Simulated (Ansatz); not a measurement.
A calculation with the code Ansatz. Plane-wave DFT: an element X is put into a periodic supercell of the crystal below and the atoms relax. X is one of the candidates, and is told by the neutral defect's formation energy over the elements (uncorrected), its moments where the run had spin, and its relaxed neighbours, eight at most.

```
cell
1.0
    -2.1405    2.1405    6.8251
     2.1405   -2.1405    6.8251
     2.1405    2.1405   -6.8251
Eu Si Sr
1 4 1
Direct
  0.2500 0.7500 0.5000
  0.6667 0.1667 0.5000
  0.5860 0.5860 0.0000
  0.8333 0.3333 0.5000
  0.4140 0.4140 0.0000
  0.0000 0.0000 0.0000
```

host atoms in supercell: 24
functional: PBEsol
wave cutoff: 420 eV
k mesh: 3, 3, 3
k shift: 0, 0, 0 mesh steps
gaussian smearing: 0.05 eV
start displacement: 0.03 angstrom
electrons started on: no chosen atoms
candidate elements: Ca, Sc, Fe, Nb, Pb, Bi
found formation energy: 0.259 eV
found moment change of cell: 0.27 muB
found absolute moment of cell: 28.08 muB
found largest move from host sites: 0.107 angstrom
found added atom moment: 0.01 muB

| supercell vector | supercell times a (host cell vectors) | supercell times b (host cell vectors) | supercell times c (host cell vectors) |
| --- | --- | --- | --- |
| A | 1 | 0 | 0 |
| B | -2 | 0 | -2 |
| C | 0 | 2 | 2 |

| change element | change kind | change place a (host cell vectors) | change place b (host cell vectors) | change place c (host cell vectors) |
| --- | --- | --- | --- | --- |
| X | on Sr | 0 | 0 | 0 |

| found neighbour element | found neighbour distance (angstrom) |
| --- | --- |
| Si | 3.035 |
| Si | 3.038 |
| Si | 3.039 |
| Si | 3.046 |
| Si | 3.169 |
| Si | 3.175 |
| Si | 3.176 |
| Si | 3.178 |

Task: Which element is X?

Result: Sc.

Caveats: 4f shell without a U, which puts 4f levels too near the Fermi level; open f or d shells may hold a state above the lowest; one random start near the defect, so other minima are possible; the supercell is small.
